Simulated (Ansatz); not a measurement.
CdGaO3 in space group P4mm (No. 99; Ga on 1b, Cd on 1a, O on 2c, O on 1b) under volume change, DFT-r²SCAN+D4 in the program Ansatz with PAW potentials, shape and atoms relaxed at each volume.

| V (Å³/atom) | E − E(relaxed) (meV/atom) | P (GPa) |
|---|---|---|
| 10.943 | 46.3 | 14.89 |
| 11.304 | 19.4 | 9.12 |
| 11.665 | 4.6 | 4.20 |
| 12.026 | 0.0 | 0.00 |
| 12.386 | 4.1 | -3.54 |
| 12.747 | 15.5 | -6.52 |
| 13.108 | 33.0 | -8.93 |

Q: What does a third-order Birch–Murnaghan fit give for V₀, B₀ and B′?

A: V₀ = 12.03 Å³/atom, B₀ = 127 GPa, B′ = 4.6.

The start of the workflow was typed in or built on a structure type; neither database checked (COD, Materials Project) lists it. Whether it is the stable phase at ambient conditions was not checked. The r²SCAN+D4 relaxation kept the symmetry of its start; whether a distortion lowers the energy is not shown.

Potentials: the later of the program's two PAW sets.
